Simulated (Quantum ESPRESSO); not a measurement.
pw.x input (Quantum ESPRESSO 7.5; PBEsol, PseudoDojo standard norm-conserving files, scalar-relativistic):

```
&CONTROL
  calculation = 'scf'
  pseudo_dir = './pseudo'
  outdir = './out'
  tprnfor = .true.
  tstress = .true.
/
&SYSTEM
  ibrav = 0
  nat = 5
  ntyp = 4
  ecutwfc = 84.0
  ecutrho = 336.0
  occupations = 'smearing'
  smearing = 'fd'
  degauss = 0.002
  nbnd = 28
/
&ELECTRONS
  conv_thr = 5e-10
/
ATOMIC_SPECIES
O 15.9990 O.upf
Br 79.9040 Br.upf
Pb 207.2000 Pb.upf
Bi 208.9804 Bi.upf
CELL_PARAMETERS angstrom
 -1.991313479000   1.991313479000   6.436914515000
  1.991313479000  -1.991313479000   6.436914515000
  1.991313479000   1.991313479000  -6.436914515000
ATOMIC_POSITIONS crystal
O   0.756874978200   0.256874978200   0.500000000000
O   0.256874978200   0.756874978200   0.500000000000
Br   0.992243604400   0.992243604400   0.000000000000
Pb   0.651512129800   0.651512129800  -0.000000000000
Bi   0.342484309400   0.342484309400  -0.000000000000
K_POINTS automatic
10 10 10 0 0 0
```

End of the output:

```
     total energy              =    -400.40630542 Ry
     estimated scf accuracy    <       0.00000040 Ry
     total energy              =    -400.40630550 Ry
     estimated scf accuracy    <       0.00000003 Ry
     total energy              =    -400.40630550 Ry
     estimated scf accuracy    <       0.00000002 Ry
[...]
     the Fermi energy is     8.7901 ev
!    total energy              =    -400.40630551 Ry
     estimated scf accuracy    <          3.3E-10 Ry
     smearing contrib. (-TS)   =      -0.00000000 Ry
     internal energy E=F+TS    =    -400.40630551 Ry
     The total energy is F=E-TS. E is the sum of the following terms:
     one-electron contribution =    -138.69817883 Ry
     hartree contribution      =     100.29267259 Ry
     xc contribution           =    -107.93120526 Ry
     ewald contribution        =    -254.06959401 Ry
     convergence has been achieved in  12 iterations
     Forces acting on atoms (cartesian axes, Ry/au):
     atom    1 type  1   force =     0.00000000    0.00000000    0.00013429
     atom    2 type  1   force =     0.00000000    0.00000000    0.00013429
     atom    3 type  2   force =     0.00000000    0.00000000   -0.00111683
     atom    4 type  3   force =    -0.00000000    0.00000000    0.01018743
     atom    5 type  4   force =     0.00000000    0.00000000   -0.00933918
     Total force =     0.013867     Total SCF correction =     0.000052
     Computing stress (Cartesian axis) and pressure
          total   stress  (Ry/bohr**3)                   (kbar)     P=      -17.34
  -0.00012774   0.00000000   0.00000000          -18.79        0.00        0.00
   0.00000000  -0.00012774   0.00000000            0.00      -18.79        0.00
   0.00000000   0.00000000  -0.00009819            0.00        0.00      -14.44
```
In a gapped system the printed Fermi energy is only some level inside the gap.

Spin-orbit coupling is not included.

Geometry relaxed with PBE+D3(BJ).
